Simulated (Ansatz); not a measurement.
How much do the gradients of Sb2Se3 depend on the method?

Cell: a structure deposited in the COD whose atoms were relaxed with PBE, the cell held.

Space group Pnma (No. 62); a = 11.6800, b = 3.9800, c = 11.5800 Å.

```csv
site,Wyckoff,site symmetry,x,y,z
Sb1,4c,.m.,0.0241,0.2500,0.3281
Sb5,4c,.m.,0.3504,0.2500,0.5389
Se9,4c,.m.,0.2158,0.2500,0.1957
Se13,4c,.m.,0.8714,0.2500,0.5534
Se17,4c,.m.,0.0563,0.2500,0.8690
```

One atom of each set is listed.

First run. Computed with Ansatz: DFT, PBE, plane waves and PAW, scalar-relativistic, 420 eV cutoff, Γ-centred 3×7×3 k-points, Fermi–Dirac smearing 0.02 eV.

| site | V_zz (10²¹ V/m²) | η |
| --- | --- | --- |
| Sb1 | -10.06 | 0.49 |
| Sb5 | -13.73 | 0.00 |
| Se9 | 7.15 | 0.64 |
| Se13 | -26.0 | 0.14 |
| Se17 | 15.04 | 0.91 |

Second run. The same atoms and settings, except that the functional is r2SCAN and the cutoff is 500 eV.

(1) What does the second run give?

Results:

(1) 

```csv
site,V_zz,η,change of V_zz
Sb1,-11.20,0.49,-1.14
Sb5,-15.31,0.02,-1.58
Se9,7.41,0.75,+0.26
Se13,-27.4,0.16,-1.42
Se17,16.29,0.85,+1.25
```

The largest change of V_zz is on Sb5, from -13.73 to -15.31. In per cent, |V_zz| changes by +11 on Sb, +4 to +8 on Se (all sites that start above 0.5).

Without spin–orbit coupling (the program notes it for Sb) the gradients can shift somewhat, as the gap is small. With these PAW files V_zz is typically within 2 to 3 % of all-electron values, but misses above 10 % occur on Sb.
For the second run: The largest force is 0.3 eV/Å, so the atoms aren't at the calculated equilibrium and relaxing them would move these values.
